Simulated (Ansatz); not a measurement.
Relaxation of a generated cell, NbP built in the CoSn structure type; 6 atoms in the cell, which starts as P6/mmm (No. 191), hP6; a = b = 5.6595 Å, c = 4.5667 Å, α = β = 90.00°, γ = 120.00°. Computed with PBEsol (plane waves to 420 eV, PAW, scalar-relativistic; Ansatz, a quantum-chemistry and plane-wave program). Γ-centred k-mesh 5×5×5 on the run's cell (coarser than for final values), Fermi–Dirac smearing 0.05 eV. This is the first round of the run. 

The optimiser's lines from the output (shortened; P is positive under compression):

```
relax step   1: F+E_penalty+E_count = -15707.37387434 eV  Δ(F+E_penalty+E_count) = +0.000e0 eV  max|allowed force component| = 5.860e-17 eV/Å  Δτ_max = 0.0000 Å  P = -19.826 GPa  Ω = 126.673 Å³  (6 SCF iters, dr2 threshold 1.00e-7 eV, accepted)
relax step   2: F+E_penalty+E_count = -15708.77404130 eV  Δ(F+E_penalty+E_count) = -1.400e0 eV  max|allowed force component| = 7.401e-17 eV/Å  Δτ_max = 0.0000 Å  P = -11.566 GPa  Ω = 114.602 Å³  (6 SCF iters, dr2 threshold 6.00e-7 eV, accepted)
relax step   3: F+E_penalty+E_count = -15709.36954339 eV  Δ(F+E_penalty+E_count) = -5.955e-1 eV  max|allowed force component| = 2.159e-17 eV/Å  Δτ_max = 0.0000 Å  P = -2.776 GPa  Ω = 106.901 Å³  (6 SCF iters, dr2 threshold 6.00e-7 eV, accepted)
relax step   4: F+E_penalty+E_count = -15709.45619688 eV  Δ(F+E_penalty+E_count) = -8.665e-2 eV  max|allowed force component| = 1.812e-17 eV/Å  Δτ_max = 0.0000 Å  P = +0.278 GPa  Ω = 104.954 Å³  (6 SCF iters, dr2 threshold 6.00e-7 eV, accepted)
relax step   5: F+E_penalty+E_count = -15709.45645741 eV  Δ(F+E_penalty+E_count) = -2.605e-4 eV  max|allowed force component| = 8.095e-18 eV/Å  Δτ_max = 0.0000 Å  P = -0.041 GPa  Ω = 105.162 Å³  (6 SCF iters, dr2 threshold 3.78e-7 eV, accepted)
relax step   6: F+E_penalty+E_count = -15709.45646455 eV  Δ(F+E_penalty+E_count) = -7.143e-6 eV  max|allowed force component| = 2.072e-17 eV/Å  Δτ_max = 0.0000 Å  P = +0.001 GPa  Ω = 105.135 Å³  (6 SCF iters, dr2 threshold 4.37e-9 eV, accepted)
relax step   7: F+E_penalty+E_count = -15709.45484586 eV  Δ(F+E_penalty+E_count) = +1.619e-3 eV  max|allowed force component| = 1.725e-17 eV/Å  Δτ_max = 0.0000 Å  P = -0.010 GPa  Ω = 105.135 Å³  stress off target by 1.25e-2 GPa  SCF on the basis re-selected at this cell (its energy is not comparable with the rows above)  (9 SCF iters)
```

From the first to the last row the energy changes by -0.35 eV/atom and the volume by -17.0 %. The last row is marked as not comparable with the walk above it, whose basis was carried along; it does compare with step 1, since both stand on a basis selected at the nominal cutoff for their own cell.

Later rounds, restarted from the end of this one on a renewed k-mesh, logged 9 more steps and released under 0.01 eV/atom more. The final structure after all rounds: P6/mmm (No. 191), hP6, AFLOW prototype AB_hP6_191_f_ad (B35, as in CoSn); a = 5.524 Å, b = 5.524 Å, c = 3.985 Å, α = 90.00°, β = 90.00°, γ = 120.00°. Between re-selections the logged energies stand on a plane-wave basis carried along with the cell. No spin polarisation in the result.

The run could not lose the symmetry of its start: the end is stationary, and may be a saddle point rather than a minimum.

All atoms sit on sites fixed by symmetry, so only the cell could relax.

The relaxed structure here is a generated cell of NbP: the first start was made by placing the elements on the sites of a structure type, and the end was not matched to a known phase here, so it may be hypothetical.
